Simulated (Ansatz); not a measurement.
Li:
```
CELL_PARAMETERS angstrom
     -1.73802     1.73802     1.73802
      1.73802    -1.73802     1.73802
      1.73802     1.73802    -1.73802
ATOMIC_POSITIONS crystal
  Li 0.00000 0.00000 0.00000
```

Relaxed with r²SCAN. Special points in fractions of this cell's reciprocal vectors: Γ (0.000, 0.000, 0.000); H (0.500, -0.500, 0.500); N (0.000, 0.000, 0.500); P (0.250, 0.250, 0.250).

**Question.** List the band energies nearest the Fermi level at these points for r²SCAN in the plane-wave PAW code Ansatz.

**Answer.** In eV from the Fermi level; about four levels below and three above (degenerate sets whole), none deeper than 8.9 eV; … stands for higher levels left out; points with the same levels are listed once.

```tsv
k	below	above
Γ	-3.87	…
H	–	5.98 5.98 5.98
N	–	0.31 3.36 11.22
P	–	3.62 3.62 3.62
```

Space group Im-3m (bcc (W type)). Symmetry was held in the r²SCAN relaxation.

Potentials: the earlier of the program's two PAW sets.
